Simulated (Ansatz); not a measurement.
Each is relaxed and computed with DFT-PBE in the program Ansatz with PAW potentials. Which is the only metal?
(A) BP, rock salt
(B) BAs, P6_222 (B on 3d, As on 3c)
(C) SrO, rock salt
(D) CaO, rock salt

A, BP, rock salt. BP: metal; SrO: gap 3.33 eV (indirect); BAs: gap 0.48 eV (indirect); CaO: gap 3.66 eV (indirect). Typed or built starts, not in the databases checked: BP, rock salt; BAs, P6_222 (B on 3d, As on 3c). Not the usual ambient phase: BP, rock salt; BAs, P6_222 (B on 3d, As on 3c). All cells were relaxed under the symmetry of their starts (and spin orders); stability against distortions was not tested throughout. Scalar-relativistic: spin–orbit coupling is off unless named, which matters more the heavier the elements.

Potentials: the earlier of the program's two PAW sets.
